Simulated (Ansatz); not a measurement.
## Computed generalised stacking-fault energy along a line: TaN (rock salt)

Generalised stacking fault of TaN (rock salt) on the {100} plane. The cell below holds the perfect crystal with the plane normal along z; tilting its third vector by the shift puts one fault into each cell, between planes 2.21 Å apart, at fixed cell height.

```
TaN
1.0
    3.12332     0.00000     0.00000
    0.00000     3.12332     0.00000
    1.56166     1.56166     6.62556
N Ta
3 3
Direct
  0.00000   0.00000   0.83333
  0.33333   0.33333   0.16667
  0.66667   0.66667   0.50000
  0.50000   0.50000   0.83333
  0.83333   0.83333   0.16667
  0.16667   0.16667   0.50000
```

In-plane vectors a = (3.123, 0.000) Å, b = (0.000, 3.123) Å, area 9.76 Å². The shift is s times the vector a (length 3.123 Å), so s = 1 restores the start. The shift is rigid: no atom relaxes. γ = [E(shift) − E(0)] / area.

Level of theory: PBE (plane waves to 420 eV, PAW, scalar-relativistic; Ansatz, a program for electronic structure). k mesh 13×13×13 (Γ-centred), Fermi-Dirac smearing 0.05 eV. E is the zero-smearing estimate. Compression counts positive. With partly filled bands, the k mesh leaves noise in γ, roughly 0.02 J/m² as judged from a few cases. Faults lie only 6.6 Å apart, and holding the cell height and the atoms raises γ above its relaxed value. Spin-orbit coupling is left out, though Ta is heavy. TaN is run without spin polarisation. TaN was relaxed with its symmetry unable to fall. This is a high-temperature form of TaN. γ is measured from zero shift.

```csv
shift (Å),γ (J/m²),σ normal to the fault (GPa)
0.000,0.00,0.4
0.260,0.05,-0.1
0.521,0.24,-1.4
0.781,0.73,1.2
1.041,1.52,8.9
1.301,2.22,18.6
1.562,2.49,22.7
1.822,2.22,18.6
2.082,1.52,8.9
2.342,0.73,1.2
2.603,0.24,-1.4
2.863,0.05,-0.1
```

Derived quantities:

| Quantity | Value |
|---|---|
| Highest computed γ on the line | 2.49 J/m² |
| Position of the highest point | s = 0.500 |
| Local minima between the ends | no computed point is one |
| Steepest slope dγ/d(shift) before the first maximum (spline) | 32 GPa |

The 12 points together took roughly 14 core-minutes.

(The slope of γ gives the shear force per area between the displaced halves; near zero shift its curvature is an elastic stiffness.)
